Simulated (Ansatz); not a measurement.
WSe2 in space group P6_3/mmc (No. 194; W on 2c, Se on 4f), LDA in the plane-wave PAW code Ansatz, all energies at zero smearing, with the estimated change up to a 700 eV cutoff added, with one set of potentials and settings (totals compare only within such a set). Cell of 6 atoms (2 W, 4 Se): -41798.084 eV.

```tsv
element	reference phase	E (eV/atom)
W	Im-3m, 1 atoms in the cell	-10130.6821
Se	P3_121, 3 atoms in the cell	-5383.2666
```

Formation energy per atom, worked out: (-41798.084 − 2×(-10130.6821) − 4×(-5383.2666))/6 = -0.609 eV/atom (-59 kJ per mol of atoms), at 0 K, without zero-point energy or fitted corrections.

The cell was relaxed with LDA under the symmetry of its start. No spin polarisation was allowed. A crystal of weakly bound layers computed without a dispersion correction: the cell and the soft elastic constants depend strongly on that. The references are the lowest solids computed at this level, not always the standard phases. Spin–orbit coupling is left out wherever it is not named.

Potentials: the earlier of the program's two PAW sets. The files were generated under PBE; for other functionals the program regenerates the frozen cores, and for LDA and PBEsol the local potential too.
